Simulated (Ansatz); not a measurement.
PIr₂: strain and displacement

```
P Ir
1.0
     0.00000    2.76750    2.76750
     2.76750    0.00000    2.76750
     2.76750    2.76750    0.00000
P Ir
1 2
Direct
  0.00000 0.00000 0.00000
  0.25000 0.25000 0.25000
  0.75000 0.75000 0.75000
```

Atoms are numbered in the order listed.

The cell comes from COD entry 1011371, which wasn't checked; take it as a given geometry.

Spin polarisation is left out, and whether a magnetic state lies lower isn't shown here.

No spin–orbit coupling, which matters for the heavy atoms here.

Level of theory: Ansatz 0.2.0, DFT, LDA, all-electron LAPW, scalar-relativistic.

The runs use a Γ-centred 11×11×11 k mesh, Fermi–Dirac smearing of 0.05 eV, basis error target 1 meV/atom, no spin polarisation.

The unchanged cell is at -4.79 GPa.

In a metal, stresses and small energies carry noise from the k mesh.

x, y and z are the Cartesian axes of the cell as listed; fractional coordinates follow a strain, and an engineering shear is twice the off-diagonal strain component.

(1) With this change (equal xy, yz and zx engineering shear strains of -2 %), what becomes of the energy and stress and forces?

With equal xy, yz and zx engineering shear strains of -1 %: energy change under 1 meV/atom; stress change (xx, yy, zz, yz, xz, xy) 0.07, 0.07, 0.07, 0.56, 0.56, 0.56 GPa, compression positive; change of the force on Ir2 (0.029, 0.029, 0.029) eV/Å.

(2) With this change (equal xy, yz and zx engineering shear strains of +1 %), what becomes of the energy and stress and forces?

With equal xy, yz and zx engineering shear strains of +2 %: energy change +2 meV/atom; stress change (xx, yy, zz, yz, xz, xy) 0.26, 0.26, 0.26, -0.86, -0.86, -0.86 GPa, compression positive; change of the force on Ir3 (0.036, 0.036, 0.036) eV/Å.

Results:

(1) Energy change +3 meV/atom; stress change (xx, yy, zz, yz, xz, xy) 0.28, 0.28, 0.28, 1.25, 1.25, 1.25 GPa, compression positive; change of the force on Ir2 (0.065, 0.065, 0.065) eV/Å.

(2) Energy change under 1 meV/atom; stress change (xx, yy, zz, yz, xz, xy) 0.07, 0.07, 0.07, -0.47, -0.47, -0.47 GPa, compression positive; change of the force on Ir3 (0.021, 0.021, 0.021) eV/Å.
